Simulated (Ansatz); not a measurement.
A plane-wave DFT run in Ansatz 0.2.0 (scalar-relativistic PAW potentials unless the input names others): input and command.

```yaml
crystal:
  lattice:
    - [0.0, 5.4700937543, -5.4700937543]
    - [5.4700937543, 5.4700937543, 0.0]
    - [5.4700937543, 0.0, -5.4700937543]
  atoms:
    - { symbol: Si, position: [0.125, 0.125, 0.125] }
    - { symbol: Si, position: [0.125, 0.625, 0.125] }
    - { symbol: Si, position: [0.625, 0.125, 0.125] }
    - { symbol: Si, position: [0.625, 0.625, 0.125] }
    - { symbol: Si, position: [0.125, 0.125, 0.625] }
    - { symbol: Si, position: [0.125, 0.625, 0.625] }
    - { symbol: Si, position: [0.625, 0.125, 0.625] }
    - { symbol: Si, position: [0.625, 0.625, 0.625] }
    - { symbol: Si, position: [0.25, 0.75, 0.25] }
    - { symbol: Si, position: [0.25, 0.25, 0.25] }
    - { symbol: Si, position: [0.75, 0.75, 0.25] }
    - { symbol: Si, position: [0.75, 0.25, 0.25] }
    - { symbol: Si, position: [0.25, 0.75, 0.75] }
    - { symbol: Si, position: [0.25, 0.25, 0.75] }
    - { symbol: Si, position: [0.75, 0.75, 0.75] }
    - { symbol: Si, position: [0.75, 0.25, 0.75] }
basis:
  ecutwfc: 420
  xc_grid: 2
kpoints:
  mp_grid: { grid: [2, 2, 2], shift: [0.0, 0.0, 0.0] }
hamiltonian:
  xc: pbe
  pseudopotentials: { kind: nc }
scf:
  occupations: { method: gaussian, width: 0.01 }
  n_extra_bands: 16
output:
  forces: true
  eigenvalues: true
  stress: true
```

```bash
ansatz run input.yaml --threads 4 --pin off --max-ram 8192MiB --backend cpu --events-out ev --progress --plain --runs-dir out
```

Abridged log:
```
Warning: basis.ecutwfc = 420 eV is below the records' recommended 489.804952 eV, and the density's cutoff is lower with it unless basis.ecutrho_ratio is high enough to keep the records' density cutoff: compare with a run at a higher cutoff
scf.n_extra_bands = 16 over 32 filled bands (N_el = 64.0): the run solves 48 bands
Pseudopotentials: kind: nc
Pseudopotential: Si, nc, valence charge 4, recommended cutoff 489.804952 eV (normal), Si.nc.azcp
Functional definition: PBE
Crystal: 16 atoms, lattice volume = 327.351 Å³
Basis set: ecut = 420 eV, 6375 PW (Γ), exchange–correlation on 108×108×108 points (8 copies of the dense FFT grid, shifted against one another)
Bands: 48, of which v1, the nominal top of the filled ones, is band 32 counted from 1 (31 counted from 0)
Symmetry: 384 space group operations
Space group: Fd-3m (ITA 227), of the structure as read, at distance tolerance 6.9e-5 Å
k-points: 3 of 8
Initial density: superposition of atomic densities (chi_scale 0.1, normalization cell)
Initial wavefunctions: pseudopotential atomic-orbital guess
Functional: x = pbe(κ = 0.804, μ = 0.21951497), c = pbe(β = 0.06672455)
SCF iter   1: F=—  HF=-1841.883193 eV  |F-HF|=—  |Δ(HF+E_count)|=         —  Δρ=4.67e-2  dr2=6.61e0  ethr=3.10e-3  ⟨swp⟩=7.7  Hψ=725  notcnv=0  defer=1
SCF iter   2: F=—  HF=-1840.931287 eV  |F-HF|=—  |Δ(HF+E_count)|=   9.52e-1  Δρ=2.72e-2  dr2=2.39e0  ethr=3.10e-3  ⟨swp⟩=1.0  Hψ=168  notcnv=0  defer=5
SCF iter   3: F=—  HF=-1840.415712 eV  |F-HF|=—  |Δ(HF+E_count)|=   5.16e-1  Δρ=2.81e-3  dr2=1.88e-2  ethr=3.10e-3  ⟨swp⟩=2.7  Hψ=232  notcnv=0  defer=5
SCF iter   4: F=—  HF=-1840.443853 eV  |F-HF|=—  |Δ(HF+E_count)|=   2.81e-2  Δρ=5.14e-4  dr2=1.14e-3  ethr=2.94e-5  ⟨swp⟩=2.7  Hψ=260  notcnv=0  defer=22
SCF iter   5: F=—  HF=-1840.444721 eV  |F-HF|=—  |Δ(HF+E_count)|=   8.68e-4  Δρ=5.09e-5  dr2=4.29e-6  ethr=1.78e-6  ⟨swp⟩=2.0  Hψ=244  notcnv=0  defer=22
SCF iter   6: F=—  HF=-1840.444742 eV  |F-HF|=—  |Δ(HF+E_count)|=   2.15e-5  Δρ=2.79e-6  dr2=1.35e-8  ethr=1.56e-10  ⟨swp⟩=16.7  Hψ=1113  notcnv=0
SCF iter   7: F=-1840.444742 eV  HF=-1840.444742 eV  |F-HF|=1.61e-9  |Δ(HF+E_count)|=   7.41e-8  Δρ=3.22e-7  dr2=2.02e-10  ethr=2.12e-11  ⟨swp⟩=1.0  Hψ=374  notcnv=0
SCF 1 converged in 7 iterations: F = -1840.444742 eV  dr2 = 2.02e-10
SCF converged after 7 iterations
Free energy (F): -1840.444742 eV
Harris-Foulkes:  -1840.444742 eV  (|F-HF|=1.61e-9)
Internal energy: -1840.444742 eV  (E = F + TS)
E sigma→0 (E₀):  -1840.444742 eV
Fermi energy:    6.419031 eV
--- Forces (eV/Å), atoms counted from 1 ---
  atom   1  Si     0.00000000     0.00000000     0.00000000
  atom   2  Si     0.00000000     0.00000000     0.00000000
  atom   3  Si     0.00000000     0.00000000     0.00000000
  atom   4  Si     0.00000000     0.00000000     0.00000000
  atom   5  Si     0.00000000     0.00000000     0.00000000
  atom   6  Si     0.00000000     0.00000000     0.00000000
  atom   7  Si     0.00000000     0.00000000     0.00000000
  atom   8  Si     0.00000000     0.00000000     0.00000000
  atom   9  Si     0.00000000     0.00000000     0.00000000
  atom  10  Si     0.00000000     0.00000000     0.00000000
  atom  11  Si     0.00000000     0.00000000     0.00000000
  atom  12  Si     0.00000000     0.00000000     0.00000000
  atom  13  Si     0.00000000     0.00000000     0.00000000
  atom  14  Si     0.00000000     0.00000000     0.00000000
  atom  15  Si     0.00000000     0.00000000     0.00000000
  atom  16  Si     0.00000000     0.00000000     0.00000000
--- Stress (GPa, compression-positive) ---
        0.553930       0.000000       0.000000
        0.000000       0.553930       0.000000
        0.000000       0.000000       0.553930
  P = ⅓ Tr σ = 0.5539 GPa (5.539 kbar)
```

Apart from outputs, the input differs from a reference run on usual settings in hamiltonian.pseudopotentials: not typed → {"kind": "nc"}; scf.n_extra_bands: not typed → 16. The reference, at the same geometry (not necessarily relaxed), gave pressure 0.58 GPa, largest force 0.000 eV/Å, gap on the mesh 0.73 eV. This run converged in 7 SCF iterations (reference: 6) with a total energy on another zero, pressure 0.55 GPa, largest force 0.000 eV/Å, gap on the mesh 0.73 eV. Its cutoff is looser than usual. The Hamiltonian differs as well, so the change in the result can't be put down to that alone.

The run took 3.2 s on 4 threads of Intel(R) Xeon(R) Processor @ 2.10GHz (Emerald Rapids), with other jobs on the host, peak memory 0.56 GiB.